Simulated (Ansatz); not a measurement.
**LiCl (rock salt): frozen-phonon scan**

LiCl (rock salt)

```
CELL_PARAMETERS angstrom
      0.00000     5.15039     5.15039
      2.57520     0.00000     2.57520
      2.57520     2.57520     0.00000
ATOMIC_POSITIONS crystal
  Cl 0.00000 0.00000 0.00000
  Cl 0.50000 0.00000 0.00000
  Li 0.25000 0.50000 0.50000
  Li 0.75000 0.50000 0.50000
```

A phonon eigenvector at L = (0.5, 0.0, 0.0) is frozen into this cell: atom i moves by Q times the vector below, so Q is the largest atomic displacement, in Å. The cell is held. (q is in reciprocal vectors of the primitive cell; the cell shown is doubled to hold the pattern.)

```tsv
atom	x	y	z
Li3	-0.577	0.577	0.577
Li4	0.577	-0.577	-0.577
```

Atoms not listed stay in place.

Calculation: PBE (plane waves to 420 eV, PAW, scalar-relativistic; Ansatz, a first-principles code). k mesh 11×11×11 (Γ-centred), Fermi-Dirac smearing 0.05 eV. The energy includes the smearing's −TS. Compression counts positive. LiCl was relaxed with its symmetry unable to fall. The zero of ΔE is the undisplaced structure.

| Q (Å) | ΔE (meV/cell) | −dE/dQ from forces (eV/Å) | P (GPa) |
|---|---|---|---|
| -0.180 | 123.7 | 1.370 | 0.33 |
| -0.150 | 86.0 | 1.144 | 0.23 |
| -0.120 | 55.1 | 0.917 | 0.15 |
| -0.090 | 31.0 | 0.688 | 0.08 |
| -0.060 | 13.8 | 0.459 | 0.04 |
| -0.030 | 3.4 | 0.230 | 0.01 |
| 0.000 | 0.0 | 0.000 | 0.00 |
| 0.030 | 3.4 | -0.230 | 0.01 |
| 0.060 | 13.8 | -0.459 | 0.04 |
| 0.090 | 31.0 | -0.688 | 0.08 |
| 0.120 | 55.1 | -0.917 | 0.15 |
| 0.150 | 86.0 | -1.144 | 0.23 |
| 0.180 | 123.7 | -1.370 | 0.33 |

Read from the data:

- Energy at Q = 0.180 Å = 123.7 meV/cell
- Space group of the distorted cell = R-3m (No. 166), lowered from Fm-3m
- Symmetry of the curve = even: the same for both signs
- Shape of the curve = a single well with its minimum at or next to zero displacement
- Harmonic wavenumber from the curvature (finite differences) = 387 cm⁻¹
- Wavenumber by perturbation theory (DFPT, on another k mesh) = 387 cm⁻¹

(For displaced atoms, the force is minus the slope of the energy, and its curvature is a force constant, which sets phonon frequencies.)
